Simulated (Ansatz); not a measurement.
YC (rock salt, Fm-3m), a = b = c = 5.0849 Å, α = β = γ = 90.00°; the cell used has 2 atoms.

Relaxed with PBE.

Which orbitals make up the states near the Fermi level in plane-wave PAW PBE (Ansatz code)?

Within 0.5 eV of the Fermi level: C 2p 65 %, Y 4d 32 %. Projections are on Löwdin-orthogonalised atomic valence shells; empty p or d shells of many metals are not among them.

Tabulate the density of states.

States/eV per cell of 2 atoms, in 0.25 eV bins, energy from the Fermi level.

| E (eV) | total | C 2p | Y 4d | C 2s |
|---|---|---|---|---|
| -7.85 | 2.31 | 0.01 | 0.48 | 1.61 |
| -7.60 | 1.00 | 0.00 | 0.14 | 0.77 |
| -7.35 | 0.24 | 0.00 | 0.01 | 0.21 |
| -7.10 | 0.00 | 0.00 | 0.00 | 0.00 |
| -6.85 | 0.00 | 0.00 | 0.00 | 0.00 |
| -6.60 | 0.00 | 0.00 | 0.00 | 0.00 |
| -6.35 | 0.00 | 0.00 | 0.00 | 0.00 |
| -6.10 | 0.00 | 0.00 | 0.00 | 0.00 |
| -5.85 | 0.00 | 0.00 | 0.00 | 0.00 |
| -5.60 | 0.00 | 0.00 | 0.00 | 0.00 |
| -5.35 | 0.00 | 0.00 | 0.00 | 0.00 |
| -5.10 | 0.00 | 0.00 | 0.00 | 0.00 |
| -4.85 | 0.00 | 0.00 | 0.00 | 0.00 |
| -4.60 | 0.00 | 0.00 | 0.00 | 0.00 |
| -4.35 | 0.00 | 0.00 | 0.00 | 0.00 |
| -4.10 | 0.00 | 0.00 | 0.00 | 0.00 |
| -3.85 | 0.00 | 0.00 | 0.00 | 0.00 |
| -3.60 | 0.00 | 0.00 | 0.00 | 0.00 |
| -3.35 | 0.00 | 0.00 | 0.00 | 0.00 |
| -3.10 | 0.09 | 0.05 | 0.04 | 0.00 |
| -2.85 | 0.30 | 0.15 | 0.11 | 0.00 |
| -2.60 | 0.50 | 0.25 | 0.18 | 0.01 |
| -2.35 | 0.86 | 0.46 | 0.28 | 0.01 |
| -2.10 | 1.19 | 0.66 | 0.37 | 0.02 |
| -1.85 | 1.27 | 0.74 | 0.35 | 0.02 |
| -1.60 | 1.27 | 0.78 | 0.31 | 0.02 |
| -1.35 | 0.87 | 0.55 | 0.21 | 0.02 |
| -1.10 | 0.83 | 0.55 | 0.21 | 0.01 |
| -0.85 | 4.28 | 2.76 | 1.32 | 0.03 |
| -0.60 | 4.32 | 2.73 | 1.43 | 0.03 |
| -0.35 | 2.62 | 1.65 | 0.88 | 0.02 |
| -0.10 | 1.82 | 1.17 | 0.59 | 0.01 |
| 0.15 | 1.40 | 0.94 | 0.42 | 0.01 |
| 0.40 | 1.09 | 0.77 | 0.29 | 0.01 |
| 0.65 | 0.80 | 0.61 | 0.16 | 0.00 |
| 0.90 | 0.30 | 0.24 | 0.06 | 0.00 |
| 1.15 | 0.19 | 0.13 | 0.05 | 0.00 |
| 1.40 | 0.16 | 0.08 | 0.07 | 0.00 |
| 1.65 | 0.17 | 0.06 | 0.11 | 0.00 |
| 1.90 | 0.23 | 0.07 | 0.15 | 0.00 |
| 2.15 | 0.30 | 0.08 | 0.20 | 0.00 |
| 2.40 | 0.36 | 0.10 | 0.25 | 0.00 |
| 2.65 | 0.43 | 0.11 | 0.31 | 0.00 |
| 2.90 | 0.50 | 0.12 | 0.37 | 0.00 |
| 3.15 | 0.58 | 0.12 | 0.44 | 0.01 |
| 3.40 | 0.70 | 0.13 | 0.53 | 0.01 |
| 3.65 | 0.77 | 0.15 | 0.59 | 0.01 |
| 3.90 | 0.83 | 0.16 | 0.62 | 0.01 |
| 4.15 | 0.89 | 0.16 | 0.67 | 0.01 |
| 4.40 | 0.99 | 0.18 | 0.75 | 0.02 |
| 4.65 | 0.95 | 0.15 | 0.73 | 0.02 |

The start of the workflow was typed in or built on a structure type; the Crystallography Open Database copy checked does not list it. Its standing as an ambient phase is unchecked. The cell was relaxed with PBE under the symmetry of its start; its stability against distortions is not shown here. No spin polarisation was allowed. Spin–orbit coupling is left out wherever it is not named.

Potentials: the later of the program's two PAW sets.
